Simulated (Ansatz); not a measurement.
CaC2:
```cif
data_C2Ca
_chemical_formula_sum 'Ca1 C2'
_space_group_name_H-M_alt 'P 1'
_space_group_IT_number 1
_cell_length_a 3.87181
_cell_length_b 3.87181
_cell_length_c 4.06005
_cell_angle_alpha 63.971
_cell_angle_beta 116.029
_cell_angle_gamma 90.312
loop_
_space_group_symop_operation_xyz
  'x, y, z'
loop_
_atom_site_label
_atom_site_type_symbol
_atom_site_fract_x
_atom_site_fract_y
_atom_site_fract_z
_atom_site_occupancy
Ca1 Ca 0.00000 0.00000 0.00000 1
C1 C 0.60552 0.39448 0.19414 1
C2 C 0.39448 0.60552 0.80586 1
```

Relaxed with r²SCAN.

Which orbitals make up the states near the band edges in r²SCAN (plane waves, PAW; program Ansatz)?

Top 1 eV of the valence band: C 2p 71 %, C 2s 19 %, outside the projected shells 5 %. Bottom 1 eV of the conduction band: C 2p 68 %, outside the projected shells 31 %. Projections are on Löwdin-orthogonalised atomic valence shells; empty p or d shells of many metals are not among them.

Tabulate the density of states.

States/eV per cell of 3 atoms, in 0.25 eV bins, energy from the valence-band maximum.

| E (eV) | total | C 2p | C 2s | Ca 4s |
|---|---|---|---|---|
| -7.85 | 0.00 | 0.00 | 0.00 | 0.00 |
| -7.60 | 0.00 | 0.00 | 0.00 | 0.00 |
| -7.35 | 0.00 | 0.00 | 0.00 | 0.00 |
| -7.10 | 0.00 | 0.00 | 0.00 | 0.00 |
| -6.85 | 0.00 | 0.00 | 0.00 | 0.00 |
| -6.60 | 0.00 | 0.00 | 0.00 | 0.00 |
| -6.35 | 0.00 | 0.00 | 0.00 | 0.00 |
| -6.10 | 0.00 | 0.00 | 0.00 | 0.00 |
| -5.85 | 0.00 | 0.00 | 0.00 | 0.00 |
| -5.60 | 0.00 | 0.00 | 0.00 | 0.00 |
| -5.35 | 0.00 | 0.00 | 0.00 | 0.00 |
| -5.10 | 0.00 | 0.00 | 0.00 | 0.00 |
| -4.85 | 0.00 | 0.00 | 0.00 | 0.00 |
| -4.60 | 0.62 | 0.31 | 0.26 | 0.03 |
| -4.35 | 1.89 | 0.95 | 0.75 | 0.14 |
| -4.10 | 1.84 | 0.93 | 0.74 | 0.12 |
| -3.85 | 1.55 | 0.78 | 0.65 | 0.09 |
| -3.60 | 1.09 | 0.55 | 0.47 | 0.05 |
| -3.35 | 0.69 | 0.34 | 0.30 | 0.03 |
| -3.10 | 0.26 | 0.14 | 0.09 | 0.02 |
| -2.85 | 0.84 | 0.67 | 0.07 | 0.08 |
| -2.60 | 1.89 | 1.62 | 0.13 | 0.09 |
| -2.35 | 2.24 | 1.95 | 0.16 | 0.07 |
| -2.10 | 1.98 | 1.74 | 0.13 | 0.04 |
| -1.85 | 3.10 | 2.90 | 0.08 | 0.03 |
| -1.60 | 3.92 | 3.74 | 0.04 | 0.02 |
| -1.35 | 1.49 | 1.43 | 0.02 | 0.01 |
| -1.10 | 1.71 | 1.45 | 0.12 | 0.07 |
| -0.85 | 2.43 | 1.80 | 0.39 | 0.12 |
| -0.60 | 2.64 | 1.86 | 0.55 | 0.07 |
| -0.35 | 1.29 | 0.88 | 0.28 | 0.04 |
| -0.10 | 0.53 | 0.36 | 0.11 | 0.03 |
| 0.15 | 0.00 | 0.00 | 0.00 | 0.00 |
| 0.40 | 0.00 | 0.00 | 0.00 | 0.00 |
| 0.65 | 0.00 | 0.00 | 0.00 | 0.00 |
| 0.90 | 0.00 | 0.00 | 0.00 | 0.00 |
| 1.15 | 0.00 | 0.00 | 0.00 | 0.00 |
| 1.40 | 0.00 | 0.00 | 0.00 | 0.00 |
| 1.65 | 0.00 | 0.00 | 0.00 | 0.00 |
| 1.90 | 0.06 | 0.04 | 0.00 | 0.00 |
| 2.15 | 0.17 | 0.12 | 0.00 | 0.00 |
| 2.40 | 0.24 | 0.16 | 0.00 | 0.00 |
| 2.65 | 0.31 | 0.21 | 0.00 | 0.00 |
| 2.90 | 0.38 | 0.25 | 0.00 | 0.00 |
| 3.15 | 0.46 | 0.30 | 0.00 | 0.00 |
| 3.40 | 0.57 | 0.37 | 0.01 | 0.00 |
| 3.65 | 0.75 | 0.49 | 0.01 | 0.00 |
| 3.90 | 0.81 | 0.50 | 0.01 | 0.00 |
| 4.15 | 0.93 | 0.52 | 0.01 | 0.00 |
| 4.40 | 1.09 | 0.57 | 0.01 | 0.00 |
| 4.65 | 1.13 | 0.59 | 0.01 | 0.00 |
| 4.90 | 1.22 | 0.64 | 0.02 | 0.00 |
| 5.15 | 1.38 | 0.67 | 0.02 | 0.00 |
| 5.40 | 1.26 | 0.61 | 0.01 | 0.00 |
| 5.65 | 1.46 | 0.73 | 0.01 | 0.01 |
| 5.90 | 1.79 | 0.89 | 0.02 | 0.01 |
| 6.15 | 2.04 | 0.95 | 0.03 | 0.05 |
| 6.40 | 2.04 | 0.78 | 0.04 | 0.12 |

Space group C2/m. The first step of the workflow began from a Materials Project structure, measured or hypothetical; the Crystallography Open Database copy checked does not list it. COD files the formula under space group No. 2. Its standing as an ambient phase is unchecked. Symmetry was held in the r²SCAN relaxation; its stability against distortions is not shown here.

Potentials: the later of the program's two PAW sets.
